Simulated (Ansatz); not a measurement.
Given:

Bi:
```
Bi
1.0
    2.24670     1.29713     3.83333
   -2.24670     1.29713     3.83333
    0.00000    -2.59427     3.83333
Bi
2
Cartesian
  0.00000   0.00000   2.72749
  0.00000   0.00000   8.77251
```

This is the LDA-relaxed structure.

All from LDA in the plane-wave PAW code Ansatz, unless another level is named. Estimate the bulk modulus (Birch–Murnaghan fit).

41.3 GPa.

Predict the highest zone-centre frequency.

96 cm⁻¹.

Space group R-3m (A7 (α-As type)). Symmetry was held in the LDA relaxation. As this level gives no gap, phonon frequencies hold no LO–TO term and depend on the k-mesh and smearing (Fermi–Dirac, 0.1 eV here). Spin–orbit coupling is left out wherever it is not named.

Potentials: the earlier of the program's two PAW sets. The files were generated under PBE; for other functionals the program regenerates the frozen cores, and for LDA and PBEsol the local potential too.
